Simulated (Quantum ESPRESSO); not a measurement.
# Planted mistakes on one cell of Mg3FO2Cl

The results below are calculated, not measured. They come from pw.x of Quantum ESPRESSO 7.5, a plane-wave density functional program, with PseudoDojo standard norm-conserving files (v0.5 for PBE, v0.4.1 for LDA and PBEsol). The cells are made up: elements, strain and atom displacements were drawn at random, and nothing was relaxed. There is no spin polarisation, spin-orbit coupling or dispersion term.

The cell has 8 sites of a rocksalt lattice. Sites 1 to 4 hold Mg Mg empty Mg; sites 5 to 8 hold F O Cl O. Cell vectors in Å: (4.588, -0.033, 0.036); (-0.033, 4.542, 0.010); (0.036, 0.010, 4.564). Settings: PBE, cutoff 1143 eV, 4 x 4 x 4 k mesh shifted by half a step, Fermi-Dirac smearing of 0.025 eV.

The intended run has a self-consistency threshold of 1e-07 eV, a smearing term of 0.000 eV, a pressure of -3.41 GPa and 11 iterations. Each further run changes one thing: atoms of sites 2 and 5 exchanged; cutoff 717 eV; k mesh 2 x 2 x 2; one electron added; smearing 0.51 eV; threshold 0.2 eV. A coarse mesh keeps the shift, and a charged cell sits in a uniform background.

```
run  change of free energy (eV)  smearing term -TS (eV)  change of P (GPa)  largest change of a force component (eV/Å)  iterations
  A                      15.690                  -0.025              20.48                                       1.410          17
  B                       0.024                   0.000               0.09                                       0.010          11
  C                       0.025                   0.000               2.60                                       0.133           5
  D                       9.637                  -0.002              28.10                                       0.466          11
  E                       8.313                   0.000             -85.62                                       0.102          11
  F                      -0.072                  -0.285               0.77                                       0.029          11
```

A rerun of the intended cell at 1437 eV and k mesh 6 x 6 x 6 moved values by no more than 0.003 eV in the cell's energy, 0.04 GPa in stress and 0.007 eV/Å in force.

Question: which change belongs to which run?

## Worked reading

Run C has the fewest iterations, as a run stopped early does. Run F has the largest smearing term, as wide smearing gives. Run E has a higher energy and the largest fall in pressure, as too small a basis gives. Energies from files of another functional, or of a charged cell, have another zero and say nothing on stability; the pressure of a charged cell rests on the program's zero of potential too.

## Key

```
run                            change
  A  atoms of sites 2 and 5 exchanged
  B                  k mesh 2 x 2 x 2
  C                  threshold 0.2 eV
  D                one electron added
  E                     cutoff 717 eV
  F                  smearing 0.51 eV
```